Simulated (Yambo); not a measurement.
**Convergence of the G0W0 gap of SrMg$_{2}$Bi$_{2}$**

G0W0@LDA for SrMg$_{2}$Bi$_{2}$ (space group P-3m1, No. 164) in Yambo. Reference settings: 3×3×2 Γ-centred k mesh, bands 9 to 233 and a 7 Ry block in the screening, 233 bands in G with the Bruneval-Gonze terminator, plasmon pole fitted at 27.2 eV. The LDA gap Γ → Γ on this mesh is 0.36 eV; G0W0 gaps are taken between the same points.

| change from the reference | G0W0 gap Γ → Γ (eV) | shift of the valence edge (eV) | rough Yambo cost |
|---|---|---|---|
| reference settings | 1.26 | -0.77 | 1 |
| 90 bands in W, 90 bands in G | 1.24 | -0.49 | about 1/2 |
| 130 bands in W, 130 bands in G | 1.25 | -0.64 | within a factor of two |
| wavefunctions cut at 30 Ry | 1.27 | -0.76 | within a factor of two |
| exchange cut at 40 Ry | 1.27 | -0.76 | – |
| exchange cut at 5 Ry | 1.77 | -0.44 | – |
| 60 bands in W, 60 bands in G, 4 Ry block | 1.25 | -0.26 | about 1/5 |
| 130 bands in W, 130 bands in G, 6 Ry block | 1.24 | -0.63 | about 1/2 |
| 181 bands in W, 181 bands in G, 3 Ry block | 1.13 | -0.57 | within a factor of two |
| 181 bands in W, 181 bands in G, 4 Ry block | 1.18 | -0.63 | within a factor of two |
| 4 Ry block | 1.18 | -0.65 | within a factor of two |
| 60 bands in W, 60 bands in G, 3 Ry block, no terminator | 1.19 | 0.00 | about 1/5 |
| 90 bands in W, 90 bands in G, no terminator | 1.22 | -0.28 | about 1/2 |
| 181 bands in W, 181 bands in G, no terminator | 1.26 | -0.62 | within a factor of two |
| no terminator | 1.27 | -0.69 | within a factor of two |

The reference isn't shown to be the converged limit. Costs are rough (shared machines), scaled to the same edge states, and given only for runs that recompute the screening.

Spin-orbit coupling is left out; with 6p states at a band edge it can lower the gap by many tenths of an eV, most of a small gap.

The standard potential for Bi keeps a d shell in the valence without the s and p states of that shell. In tests on such compounds this moved G0W0 gaps by up to about 0.9 eV, so absolute quasiparticle energies here are unreliable; differences between settings are what counts.

Geometry of the Materials Project entry, not relaxed at this level; primitive cell a = b = 4.8297 Å, c = 7.9829 Å, α = β = 90.00°, γ = 120.00°.

The structure is a Materials Project entry; no match was found in the copy of COD used, and its stability was not checked.

A shift is the quasiparticle energy of the state minus its LDA energy.
